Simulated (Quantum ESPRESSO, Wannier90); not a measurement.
## Tight-binding from DFT: ZrO2 (fluorite)

```yaml
crystal:
  lattice:
    - [0.00000, 2.54508, 2.54508]
    - [2.54508, 0.00000, 2.54508]
    - [2.54508, 2.54508, 0.00000]
  atoms:
    - { symbol: Zr, position: [0.00000, 0.00000, 0.00000] }
    - { symbol: O, position: [0.25000, 0.25000, 0.25000] }
    - { symbol: O, position: [0.75000, 0.75000, 0.75000] }
```

Structure: Materials Project mp-1565, symmetrised, not relaxed again. COD (Crystallography Open Database) records the formula in this space group. Ideal cubic forms of this type are often high-temperature phases that distort on cooling; symmetry holds the cell here, and its stability was not tested. Method: PBEsol plane waves in Quantum ESPRESSO 7.5 (PseudoDojo norm-conserving files, 68 Ry, no spin polarisation, no spin-orbit coupling), Bloch states on a 8×8×8 mesh through Γ, Wannier90 4.0.1. Density: 10×10×10 mesh, cold smearing 0.01 Ry.

Functional, cutoff and mesh named above are those of the base row (PBEsol); the first column says what each row takes instead. Model: 8 functions from bands 5-12, start SCDM (isolated) (the valence bands). Energies are relative to the valence-band maximum; the misfit is to pw.x on a path, for all bands of the set. The functional changes, each with its own PseudoDojo files and their cutoffs, on the same cell. Ω_total can sit in another minimum from row to row; Ω_I of an isolated set cannot.

```csv
functional,Ω_I (Å²),Ω_total (Å²),rms misfit (meV),gap (eV),bottom of band 5 (eV)
LDA,6.92,7.74,0.4,3.26,-17.89
PBE,6.82,7.62,0.4,3.37,-18.14
PBEsol,6.91,7.73,0.4,3.30,-18.09
```
